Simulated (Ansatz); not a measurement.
A geometry of Ti3Al away from equilibrium: step 6 of the relaxation of a relaxed Ti3Al cell with every coordinate shifted by Gaussian noise of σ = 0.45 Å. The numbers are results of PBE (plane waves to 420 eV, PAW, scalar-relativistic; Ansatz, a program for electronic structure), not measurements. Γ-centred k-mesh 7×7×7 on the run's cell (coarser than for final values), Fermi–Dirac smearing 0.05 eV.

```xyz
8
Lattice="5.6910 0.0202 -0.0160 -2.8280 4.9854 -0.0092 -0.0130 -0.0160 4.6568" Properties=species:S:1:pos:R:3:forces:R:3 pbc="T T T" free_energy=-16075.180 pressure_GPa=1.2
Ti     2.7506     3.1008     1.3186    0.0443   -0.0448    0.1320
Ti    -1.5222     4.0372     3.6700    0.0561   -0.2455   -0.0810
Ti     1.3700     0.6786     1.3137    0.0895    0.2066    0.1210
Ti    -0.0073     1.6200     3.6674   -0.6327   -0.6504   -0.0411
Ti     4.2126     0.6455     1.3443   -0.0676    0.0982   -0.0521
Ti     1.2982     3.9157     3.6902    0.2614    0.6672   -0.1379
Al    -0.1139     3.1675     1.3375    0.1158    0.0256    0.0397
Al     2.7933     1.4974     3.6551    0.1333   -0.0570    0.0194
```

Positions in Å, forces in eV/Å, free energy of the cell in eV (comparable only within this code, potentials and settings). Largest force: 0.91 eV/Å, on Ti4 (atoms numbered as listed); the geometry lies 0.01 eV/atom above the end of its relaxation.

No spin polarisation in the result.
